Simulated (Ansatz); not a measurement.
RbBr (rock salt), relaxed and computed with several functionals in Ansatz (plane waves, PAW). Much of their spread follows the volume that each gives.

```csv
functional,V (Å³/atom),B₀ by P(V) fit (GPa)
PBE,43.20,11.9
HSE06,42.42,12.6
r²SCAN,41.53,?
LDA,37.05,18.4
```

Q: Fit a straight line to ln B₀ against ln V and predict the withheld value.

A: Least squares on the 3 shown rows: ln B₀ = -2.82 × ln V + (13.099), with a scatter of 0 %. For r²SCAN this gives 13.3. The run itself gave 14.0, outside the scatter: the line misses something about this case.

All cells were relaxed under the symmetry of their starts (and spin orders); stability against distortions was not tested throughout. Spin–orbit coupling is left out wherever it is not named.

Potentials: the later of the program's two PAW sets.

Ansatz (an electronic-structure program) is a plane-wave DFT program.
